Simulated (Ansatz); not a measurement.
Input, command and steps of an Ansatz relaxation.

```yaml
crystal:
  lattice:
    - [6.609711, 0.110313, -0.281118]
    - [0.110313, 6.590489, -0.094821]
    - [-0.281118, -0.094821, 6.605964]
  atoms:
    - { symbol: Zr, position: [0.187339953, 0.54201488, 0.8079400757] }
    - { symbol: Zr, position: [0.884294126, 0.8379273148, 0.6258829773] }
    - { symbol: Zr, position: [0.6070834676, 0.1161068862, 0.4053430522] }
    - { symbol: Zr, position: [0.466844294, 0.1945123952, 0.9720422497] }
    - { symbol: Zr, position: [0.6588663953, 0.5684590851, 0.2591574495] }
    - { symbol: Zr, position: [0.927837142, 0.8896061446, 0.1005978318] }
    - { symbol: Zr, position: [0.7032355, 0.4474801657, 0.7231994652] }
    - { symbol: Zr, position: [0.1063894699, 0.2001635008, 0.4375743796] }
    - { symbol: Si, position: [0.096980114, 0.5965079658, 0.3584568546] }
    - { symbol: Si, position: [0.8776148436, 0.2766004871, 0.0925014113] }
    - { symbol: Si, position: [0.0570678561, 0.1605590053, 0.8237125816] }
    - { symbol: Si, position: [0.4404974854, 0.7424973997, 0.5535008998] }
    - { symbol: Si, position: [0.3285532304, 0.8996936754, 0.2189589967] }
    - { symbol: Si, position: [0.5313908827, 0.7958966746, 0.9068683504] }
    - { symbol: B, position: [0.376784807, 0.4471934964, 0.4657075568] }
    - { symbol: B, position: [0.2344513615, 0.9050704395, 0.8965112177] }
  symmetry: { detect: false }
basis:
  ecutwfc: 420
kpoints:
  mp_grid: { grid: [2, 2, 2], shift: [0.5, 0.5, 0.5] }
hamiltonian:
  xc: pbe
scf:
  occupations: { method: gaussian, width: 0.1 }
  lower_state_search: "off"
output:
  forces: true
  stress: true
  eigenvalues: true
relax:
  adjacent_minimum: "off"
  f_tol: 0.04
  max_steps: 70
  cell: { stress_tol: 0.3 }
```

```bash
ansatz run input.yaml --threads 2 --pin off --max-ram 5120MiB --backend cpu --events-out ev --progress --plain --runs-dir out
```

These are results of Ansatz, DFT PBE, scalar-relativistic, plane waves, PAW, not measurements.

Of 36 frames 10 are shown, positions in Å and forces in eV/Å; the SCF threshold varies from step to step. Steps run on the plane waves of an earlier cell, with a Pulay correction in the pressure. The basis is chosen afresh for the last frame, the zero of the energies, and can be on the way; energy and pressure step there, also at an unchanged geometry. Here that happened at step 34 (-3 meV/atom, 0.2 GPa); the frames before carry an error of that size.

```xyz
16
Lattice="6.6097 0.1103 -0.2811 0.1103 6.5905 -0.0948 -0.2811 -0.0948 6.6060" Properties=species:S:1:pos:R:3:forces:R:3 pbc="T T T" step=1 free_energy_over_end_meV_per_atom=277.43 pressure_GPa=1.65
Zr    1.0709    3.5162    5.2332    0.7850    0.5680   -0.3980
Zr    5.7614    5.5606    3.8065   -0.4080    0.0220    0.3990
Zr    3.9115    0.7937    2.4960    0.2010    0.3180   -0.0040
Zr    2.8339    1.2413    6.2716   -0.3550   -0.5170   -0.1250
Zr    4.3448    3.7945    1.4729   -0.4020    0.2440   -0.2070
Zr    6.2026    5.9558    0.3194   -0.1820   -0.9860   -0.3820
Zr    4.4942    2.9581    4.5373    0.1340    0.2470    0.4360
Zr    0.6023    1.2894    2.8417    0.6110   -0.2020    0.1130
Si    0.6060    3.9080    2.2841    0.0870    0.0630    0.0370
Si    5.8053    1.9110    0.3381   -0.6120    1.0240    0.3580
Si    0.1634    0.9864    5.4101    0.2710   -0.0270   -0.2190
Si    2.8379    4.8895    3.4622    0.1200    0.9170   -0.4640
Si    2.2093    5.9449    1.2688   -0.7610   -0.5960   -0.1880
Si    3.3452    5.2180    5.7659    0.6090   -0.4620    0.3500
B     2.4089    2.9446    2.9281    0.3380   -0.3540    0.1300
B     1.3975    5.9057    5.7706   -0.4340   -0.2610    0.1650
16
Lattice="5.7753 0.1590 0.0256 0.1357 7.2257 0.0413 0.0641 0.0276 6.7438" Properties=species:S:1:pos:R:3:forces:R:3 pbc="T T T" step=5 free_energy_over_end_meV_per_atom=156.32 pressure_GPa=0.67
Zr    1.2078    3.8376    5.6416   -0.0480    0.0290    0.5150
Zr    5.2931    6.1663    4.2982   -0.0170   -0.2030    0.1140
Zr    3.7181    1.1154    2.9314   -0.0720    0.0800   -0.4290
Zr    2.8705    1.1738    6.2803   -0.1920   -0.0610    0.1890
Zr    3.7184    4.1232    1.7000    0.1050   -0.1120   -0.1280
Zr    5.3376    6.6463    0.8807   -0.1570    0.2870   -0.2300
Zr    4.1801    3.5412    4.9022    0.2130   -0.1060   -0.1690
Zr    0.8439    1.6635    2.7974    0.1980    0.0470    0.1190
Si    0.7175    4.3479    2.4996   -0.1040    0.0190   -0.1650
Si    5.1284    2.1783    0.6133    0.0810   -0.1210   -0.2740
Si    0.2082    1.0653    5.3255   -0.3350    0.1150    0.0980
Si    2.5442    5.6710    3.8327   -0.0980    0.0860    0.1850
Si    2.1460    6.5625    1.5145    0.3450   -0.0470    0.1960
Si    3.2893    5.6990    6.1918    0.1670   -0.0090    0.0660
B     2.3511    3.4557    3.4810   -0.0750    0.0150   -0.0010
B     1.3993    6.4687    5.9781   -0.0110   -0.0190   -0.0870
16
Lattice="5.5407 0.1933 0.1386 0.1608 7.4327 0.0390 0.1888 0.0199 6.7974" Properties=species:S:1:pos:R:3:forces:R:3 pbc="T T T" step=9 free_energy_over_end_meV_per_atom=102.94 pressure_GPa=0.24
Zr    1.2513    3.9617    6.2451   -0.1850   -0.4710   -0.4940
Zr    5.2456    6.2602    4.3074    0.6220   -0.5100    0.1870
Zr    3.7089    1.0754    3.0494    0.1980    0.4430    0.2630
Zr    2.7264    1.1023    6.4186    0.0290    0.0490    0.0730
Zr    3.5927    4.1484    1.7425    0.1190   -0.3690   -0.0060
Zr    5.2785    6.8579    0.8976   -0.3510    0.8570   -0.1700
Zr    4.0636    3.6348    4.9192   -0.1440   -0.2680    0.0180
Zr    0.9996    1.9231    2.8073   -0.0420    0.3630   -0.0900
Si    0.8333    4.6971    2.0479    0.5170   -0.6540    0.7600
Si    4.9425    2.1160    0.7016    0.1660    0.2500    0.0400
Si    0.0378    1.0538    5.2322    0.0200   -0.2370   -0.0230
Si    2.5523    5.8365    4.0824   -0.0890    0.2640    0.1900
Si    2.3603    6.8043    1.8181   -0.5200   -0.1630   -0.3300
Si    3.3460    5.8372    6.4006    0.3070   -0.2150   -0.1250
B     2.0532    3.8567    3.7058   -0.3960    0.4110    0.0730
B     1.5010    6.5258    5.7808   -0.2510    0.2500   -0.3660
16
Lattice="5.5396 0.1085 0.1442 0.0725 7.3863 -0.0668 0.1995 -0.0811 6.8465" Properties=species:S:1:pos:R:3:forces:R:3 pbc="T T T" step=13 free_energy_over_end_meV_per_atom=64.76 pressure_GPa=-0.10
Zr    1.1177    3.7462    6.1287   -0.0030    0.0420   -0.1230
Zr    5.3545    5.9497    4.2532    0.0520   -0.2350    0.0320
Zr    3.7849    0.8825    3.0262    0.0100   -0.2670    0.0720
Zr    2.7348    0.9841    6.5034    0.0530   -0.1790    0.0190
Zr    3.5136    4.0150    1.6851   -0.0430   -0.0880    0.0930
Zr    5.1730    6.7421    0.7969   -0.0200    0.0610   -0.0300
Zr    3.8331    3.3620    4.7748    0.0200    0.0660   -0.0840
Zr    1.0810    1.9497    2.9819   -0.0130   -0.1060   -0.0460
Si    0.7323    4.5104    1.9232    0.1120    0.1620    0.0290
Si    5.0562    2.0310    0.7984   -0.1890   -0.0290   -0.0420
Si    0.0323    0.9641    5.3172   -0.0340    0.0610   -0.0910
Si    2.6087    5.9466    4.0773    0.1140    0.2050   -0.0480
Si    2.1677    6.6315    1.6674   -0.0280    0.0820   -0.0010
Si    3.3616    5.5236    6.3237    0.0410    0.1030    0.0510
B     1.8162    4.1039    3.6940   -0.1920    0.2610   -0.0660
B     1.4477    6.4406    5.7610    0.1190   -0.1390    0.2360
16
Lattice="5.5982 -0.0266 0.1070 -0.0671 7.5416 -0.1543 0.1579 -0.1663 6.7223" Properties=species:S:1:pos:R:3:forces:R:3 pbc="T T T" step=17 free_energy_over_end_meV_per_atom=32.49 pressure_GPa=-0.11
Zr    1.0081    3.6751    6.0555    0.1060   -0.0810   -0.0030
Zr    5.4037    5.9980    4.1876    0.2980    0.1370    0.2270
Zr    3.7448    0.7032    2.9092   -0.0050   -0.1020    0.0160
Zr    2.6687    0.6006    5.9871   -0.1900    0.0730    0.0900
Zr    3.4788    4.1319    1.6995    0.0870    0.0050   -0.1270
Zr    5.1140    6.8497    0.6723   -0.0550   -0.0850   -0.0240
Zr    3.7111    3.2038    4.5629    0.1100   -0.0250   -0.1400
Zr    1.0245    2.0727    2.8447   -0.0390    0.0540    0.0270
Si    0.6482    4.7121    1.8683   -0.0810   -0.0610    0.1140
Si    4.7915    1.9841    0.7096    0.0500    0.1410   -0.0170
Si   -0.1687    1.1235    5.1035   -0.0780    0.0170   -0.0800
Si    2.6317    5.9753    3.9529   -0.0030   -0.0480   -0.0450
Si    2.0337    6.7077    1.3840    0.0370   -0.0010   -0.2290
Si    3.4248    5.3097    6.1291    0.0550    0.0740    0.0590
B     1.6731    4.2371    3.6308   -0.1560   -0.1100    0.0160
B     1.5032    6.0888    5.9071   -0.1370    0.0110    0.1150
16
Lattice="5.5317 -0.0898 0.1141 -0.1307 7.5908 -0.1216 0.1693 -0.1313 6.7506" Properties=species:S:1:pos:R:3:forces:R:3 pbc="T T T" step=20 free_energy_over_end_meV_per_atom=26.64 pressure_GPa=-0.20
Zr    1.0067    3.7595    6.1240    0.0100   -0.0640    0.0810
Zr    5.3757    6.1210    4.2701    0.0980   -0.0370   -0.0280
Zr    3.6231    0.6873    2.9200    0.0170   -0.0230   -0.0090
Zr    2.5765    0.6629    6.0420    0.0430    0.0890    0.0190
Zr    3.3556    4.0550    1.6498    0.0160   -0.0060    0.0220
Zr    5.0004    6.8354    0.7569   -0.0130    0.0140   -0.0140
Zr    3.6965    3.2599    4.5358   -0.0500    0.0520    0.0680
Zr    0.9957    2.0594    2.8752    0.0980    0.0050    0.0080
Si    0.5172    4.7020    1.9681   -0.0190    0.0170    0.1350
Si    4.7570    1.9380    0.7380   -0.0090    0.0060    0.0110
Si   -0.2181    1.2057    5.1332   -0.0390    0.0310   -0.0740
Si    2.5964    5.9643    4.0018   -0.0150   -0.0170   -0.0510
Si    2.0222    6.6084    1.3263   -0.0600   -0.0210   -0.1090
Si    3.3992    5.3563    6.1530    0.0390   -0.0550    0.0140
B     1.5859    4.2470    3.6891   -0.0500    0.0770   -0.0920
B     1.4536    6.1658    6.0016   -0.0650   -0.0660    0.0190
16
Lattice="5.3308 -0.1789 0.2834 -0.2298 7.8127 -0.1397 0.3477 -0.1516 6.7274" Properties=species:S:1:pos:R:3:forces:R:3 pbc="T T T" step=24 free_energy_over_end_meV_per_atom=22.26 pressure_GPa=0.32
Zr    1.0200    3.9460    6.1461   -0.0030   -0.0420   -0.0850
Zr    5.4277    6.4680    4.3548   -0.0160   -0.1140    0.0980
Zr    3.3694    0.6525    3.0782    0.1100    0.0630   -0.0370
Zr    2.5133    0.7733    6.3647    0.0650   -0.0500   -0.0110
Zr    3.1088    3.8954    1.4981   -0.0460    0.0290    0.0260
Zr    4.7280    6.8587    1.0326   -0.1680   -0.0220    0.0240
Zr    3.8017    3.4466    4.4091    0.0030   -0.0690    0.1150
Zr    0.9883    2.1107    2.8856    0.0450    0.0370    0.0700
Si    0.2868    4.6800    2.1106    0.0240    0.1320   -0.1840
Si    4.7192    1.7712    0.9599   -0.0600    0.0050   -0.0460
Si   -0.2192    1.3514    5.1003   -0.0150    0.0220   -0.0490
Si    2.6966    6.0378    3.9744    0.1270   -0.0250   -0.0700
Si    1.9147    6.5595    1.3784    0.0370    0.0440   -0.0080
Si    3.4663    5.4247    6.1501   -0.0960    0.0780    0.0260
B     1.5949    4.3715    3.6434   -0.1290   -0.1060    0.0060
B     1.5120    6.3501    6.0095    0.1230    0.0170    0.1250
16
Lattice="5.3341 -0.2207 0.2463 -0.2678 7.8112 -0.0677 0.3089 -0.0775 6.7051" Properties=species:S:1:pos:R:3:forces:R:3 pbc="T T T" step=28 free_energy_over_end_meV_per_atom=7.25 pressure_GPa=0.10
Zr    0.9579    3.9924    6.1766    0.0860   -0.0340   -0.1570
Zr    5.5696    6.4391    4.3699    0.0200   -0.0070    0.0110
Zr    3.3294    0.7144    3.1194   -0.0650    0.0400    0.0250
Zr    2.4280    0.8512    6.4132    0.0010    0.0590    0.0720
Zr    3.0587    3.8771    1.4503   -0.0380    0.0210    0.1760
Zr    4.5790    6.7929    1.1234    0.0510    0.0610   -0.0370
Zr    3.8047    3.4642    4.4850   -0.2070   -0.0570    0.0320
Zr    0.9569    2.1294    2.9542    0.0190   -0.0440   -0.0500
Si    0.2682    4.6737    2.1258   -0.0130    0.0030    0.0000
Si    4.6803    1.7309    0.9615   -0.0240   -0.0500   -0.0430
Si   -0.2885    1.3244    5.1383    0.0240   -0.0110   -0.0030
Si    2.9532    5.9061    3.5270    0.1340   -0.0100    0.0060
Si    1.8149    6.6280    1.4612    0.0160   -0.0070   -0.0640
Si    3.2558    5.6467    6.0337   -0.0490    0.0010    0.0070
B     1.5546    4.4068    3.7065    0.0470    0.0210   -0.0170
B     1.3673    6.4353    6.1988   -0.0040    0.0150    0.0430
16
Lattice="5.3735 -0.2089 0.2405 -0.2514 7.8753 0.0484 0.2955 0.0362 6.6151" Properties=species:S:1:pos:R:3:forces:R:3 pbc="T T T" step=32 free_energy_over_end_meV_per_atom=3.73 pressure_GPa=0.03
Zr    0.9824    4.1731    6.1478    0.0560   -0.0560    0.0170
Zr    5.7105    6.5743    4.3824   -0.0330   -0.0050    0.0250
Zr    3.2892    0.7344    3.1210    0.0510   -0.0740   -0.0240
Zr    2.3711    1.0253    6.3606   -0.0270   -0.0230    0.0270
Zr    3.1105    3.9324    1.5283   -0.0160    0.0250    0.0360
Zr    4.6408    6.8988    1.1914    0.0240    0.0320   -0.0990
Zr    3.7007    3.4706    4.6254   -0.0430    0.0150   -0.0150
Zr    0.8787    2.2900    2.9030   -0.0260   -0.0370   -0.0270
Si    0.2665    4.8042    2.2005   -0.0300    0.0110    0.0090
Si    4.6451    1.7762    0.9114   -0.0020   -0.0010    0.0200
Si   -0.3326    1.3126    5.0619   -0.0050   -0.0150    0.0310
Si    3.1214    5.9553    3.5085   -0.0120    0.0100    0.1060
Si    1.8799    6.7048    1.5330   -0.0100    0.0540   -0.0380
Si    3.3043    5.8358    6.0141    0.0190   -0.0070   -0.0460
B     1.6302    4.5245    3.7148    0.0420    0.0510   -0.0030
B     1.4117    6.6247    6.2206    0.0130    0.0200   -0.0170
16
Lattice="5.3754 -0.2042 0.2406 -0.2467 7.9003 0.0599 0.2951 0.0471 6.6086" Properties=species:S:1:pos:R:3:forces:R:3 pbc="T T T" step=36 free_energy_over_end_meV_per_atom=0.00 pressure_GPa=-0.02
Zr    0.9935    4.1928    6.1524   -0.0130    0.0160   -0.0120
Zr    5.7144    6.6069    4.3885   -0.0090    0.0050    0.0040
Zr    3.2920    0.7299    3.1202    0.0110    0.0180   -0.0060
Zr    2.3634    1.0378    6.3545   -0.0060    0.0390   -0.0080
Zr    3.1183    3.9549    1.5440   -0.0030    0.0050   -0.0090
Zr    4.6507    6.9332    1.1840   -0.0130   -0.0060    0.0060
Zr    3.6905    3.4823    4.6341    0.0340   -0.0210    0.0030
Zr    0.8724    2.3163    2.9000   -0.0080   -0.0150   -0.0060
Si    0.2673    4.8363    2.2097   -0.0150   -0.0060   -0.0030
Si    4.6379    1.7900    0.9116    0.0080   -0.0070    0.0210
Si   -0.3351    1.3157    5.0600   -0.0050    0.0030   -0.0040
Si    3.1270    5.9822    3.5235   -0.0010   -0.0060    0.0060
Si    1.8882    6.7355    1.5361    0.0090    0.0010    0.0180
Si    3.3168    5.8575    6.0161    0.0020   -0.0190   -0.0070
B     1.6390    4.5543    3.7166   -0.0070    0.0040    0.0000
B     1.4253    6.6558    6.2173    0.0150   -0.0100   -0.0020
```

Time: 4.6 min on 2 threads of Arm Neoverse V1, on a shared host, peak memory 0.58 GiB.

The k mesh is coarse.